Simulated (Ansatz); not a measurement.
Is this CuNi2 structure a true minimum?

The cell was found from a structure generator's guess, not taken from experiment.

The calculation used DFT PBE, scalar-relativistic, plane waves, PAW (Ansatz). Settings: cutoff 420 eV, Γ-centred mesh 12×12×10 on the computed 6-atom cell, Gaussian smearing of 0.10 eV; collinear spin from starting moments 0.0 0.0 0.4 0.5 0.5 0.5 μB.

The cell below (6 atoms, space group P-62m (No. 189)) is relaxed within its symmetry.

```
Cu Ni
1.0
     4.33547    0.00000    0.00000
    -2.16774    3.75463    0.00000
     0.00000    0.00000    4.13708
Cu Ni
2 4
Cartesian
  2.1677 1.2515 0.0000
  0.0000 2.5031 0.0000
  0.0000 0.0000 0.0000
  -0.7105 1.2307 2.0685
  1.4572 2.5239 2.0685
  1.4211 0.0000 2.0685
```

For the test a repeat of it with 12 atoms (edges 4.34, 4.34, 8.27 Å) was strained at random (σ = 1.5 % a component), the atoms were moved at random (σ = 0.10 Å), and all was relaxed again on a coarse 6×6×4 mesh (in the run’s order of axes) with 0.20 eV smearing, with no symmetry imposed.

Another magnetic order may lie lower.

Problem. Does it come back?

Solution. It returns, within 1 meV/atom of the unmoved cell on that mesh and with the same symmetry when read at 0.1 Å. No instability shows in this cell; modes of other wave vectors, which need another repeat, aren't tested.
